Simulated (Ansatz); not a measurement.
## ZrPbO3: an elastic constant from a strain scan

Level of theory: DFT PBEsol, scalar-relativistic, plane waves, PAW in Ansatz 0.2.0. The runs took a 420 eV cutoff, a Γ-centred 8×8×8 mesh and Gaussian smearing (0.05 eV). Spin–orbit coupling is left out, which can shift energies with elements as heavy as these. No spin polarisation. Energies are free energies at this smearing, counted from the undisturbed cell; pressure is positive in compression.

The undisturbed cell (relaxed at this level; it needn't be the usual structure):

```
Zr Pb O
1.0
     4.14129    0.00000    0.00000
     0.00000    4.14129    0.00000
     0.00000    0.00000    4.14129
Zr Pb O
1 1 3
Direct
  0.00000 0.00000 0.00000
  0.50000 0.50000 0.50000
  0.50000 0.00000 0.00000
  0.00000 0.00000 0.50000
  0.00000 0.50000 0.00000
```

The cell is strained by ε times the Voigt pattern (1, -1, 0, 0, 0, 0) (xx, yy, zz, yz, xz, xy; engineering shear) with fractional coordinates fixed. The cell holds 5 atoms in V0 = 71.02 Å³. The stress column is τ = (1/V0) dE/dε, got from the stress tensor σ (compression positive) at each point as −det(1 + εP) σ : P(1 + εP)⁻¹, with P the pattern as a tensor.

```
      ε  ΔE (meV/atom)  τ (GPa)
-0.0525         59.147  -26.371
-0.0450         43.021  -22.174
-0.0375         29.615  -18.175
-0.0300         18.811  -14.340
-0.0225         10.508  -10.639
-0.0150          4.632   -7.037
-0.0075          1.152   -3.501
 0.0000          0.000    0.000
 0.0075          1.152    3.501
 0.0150          4.632    7.037
 0.0225         10.508   10.639
 0.0300         18.811   14.340
 0.0375         29.615   18.175
 0.0450         43.021   22.174
 0.0525         59.147   26.371
 0.0600              ?        ?
```

Problem. Which combination of elastic constants does this scan measure, and how large is it?

Solution. For small ε, τ = τ0 + Kε with K = pᵀCp, which for this pattern is 2(C11 − C12) in the cubic axes. The parabola through τ at ε = -0.0075, 0 and 0.0075 has slope K = 467 GPa at zero. The energies per cell, E = NΔE, of the same two points give K = 2[E(ε₊)/ε₊ − E(ε₋)/ε₋]/[(ε₊ − ε₋)V0] = 462 GPa, in agreement.

Problem. Predict the withheld row at ε = 0.0600 from the harmonic law, and compare.

Solution. ΔE = V0(τ0 ε + Kε²/2)/N = 74.505 meV/atom and τ = 28.01 GPa. The calculation gives 78.136 meV/atom and 30.80 GPa, a miss of 4.9 % of the harmonic energy, so the harmonic law still holds here.

Symmetry holds off the tilts and polar distortions that many cubic perovskites undergo.